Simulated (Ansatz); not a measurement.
GaN:
```yaml
crystal:
  lattice:
    - [5.47050, 0.00000, 0.00000]
    - [0.00000, 5.47050, 0.00000]
    - [0.00000, 0.00000, 3.18330]
  atoms:
    - { symbol: Ga, position: [0.32060, 0.67940, 0.00000] }
    - { symbol: Ga, position: [0.67940, 0.32060, 0.00000] }
    - { symbol: Ga, position: [0.82060, 0.82060, 0.50000] }
    - { symbol: Ga, position: [0.17940, 0.17940, 0.50000] }
    - { symbol: N, position: [0.31751, 0.31751, 0.00000] }
    - { symbol: N, position: [0.68249, 0.68249, 0.00000] }
    - { symbol: N, position: [0.18249, 0.81751, 0.50000] }
    - { symbol: N, position: [0.81751, 0.18249, 0.50000] }
```

Relaxed with PBEsol. Independent-particle spectrum: no excitons, no local fields, no scissors shift; 0.1 eV broadening; ε₁ of the summed bands alone.

Problem. Tabulate the dielectric function from PBEsol (plane waves, PAW; program Ansatz).

Solution. 

| E (eV) | ε₁ xx | ε₂ xx | ε₁ zz | ε₂ zz |
|---|---|---|---|---|
| 0.0 | 5.75 | 0.00 | 5.73 | 0.00 |
| 0.5 | 5.79 | 0.00 | 5.76 | 0.00 |
| 1.0 | 5.93 | 0.00 | 5.89 | 0.00 |
| 1.5 | 6.22 | 0.00 | 6.14 | 0.00 |
| 2.0 | 6.97 | 0.62 | 6.95 | 0.23 |
| 2.5 | 6.60 | 1.19 | 6.76 | 1.15 |
| 3.0 | 6.48 | 1.35 | 6.60 | 1.44 |
| 3.5 | 6.56 | 1.44 | 6.60 | 1.65 |
| 4.0 | 6.91 | 1.49 | 6.73 | 1.89 |
| 4.5 | 7.84 | 1.90 | 6.99 | 2.14 |
| 5.0 | 8.79 | 3.71 | 7.69 | 2.63 |
| 5.5 | 8.75 | 5.59 | 8.95 | 3.69 |
| 6.0 | 5.47 | 7.73 | 6.69 | 8.51 |
| 6.5 | 4.59 | 6.94 | 4.28 | 5.98 |
| 7.0 | 2.91 | 6.88 | 5.17 | 5.13 |
| 7.5 | 2.50 | 6.11 | 6.87 | 6.95 |
| 8.0 | 2.26 | 5.84 | 1.46 | 7.36 |
| 8.5 | 1.77 | 5.22 | 1.83 | 6.19 |
| 9.0 | 2.23 | 6.22 | 1.78 | 7.60 |
| 9.5 | 0.84 | 6.61 | -0.52 | 7.03 |
| 10.0 | 0.40 | 5.50 | 0.90 | 5.01 |
| 10.5 | -0.60 | 6.63 | -1.96 | 5.40 |
| 11.0 | -2.37 | 5.37 | -1.53 | 5.15 |
| 11.5 | -2.25 | 3.45 | -1.31 | 4.13 |
| 12.0 | -1.71 | 3.50 | -2.44 | 4.13 |

Problem. From ε at 2.8 eV (xx: 6.50 + 1.30i), find n, k, the normal reflectivity and the absorption coefficient.

Solution. n = 2.56, k = 0.254, R = 20 %, α = 2kE/ħc = 72000 cm⁻¹.

With all bands, ε∞ without local fields is 5.92 (xx = yy), 5.89 (zz). DFPT, with local fields, gives 5.73 (xx = yy), 5.70 (zz).

Space group P4_2/mnm. The start of the workflow was typed in or built on a structure type; neither database checked (COD, Materials Project) lists it. It is not the phase usual at ambient conditions (space group No. 186, 216). The cell was relaxed with PBEsol under the symmetry of its start; its stability against distortions is not shown here. Spin–orbit coupling is left out wherever it is not named.

Potentials: the earlier of the program's two PAW sets. The files were generated under PBE; for other functionals the program regenerates the frozen cores, and for LDA and PBEsol the local potential too.
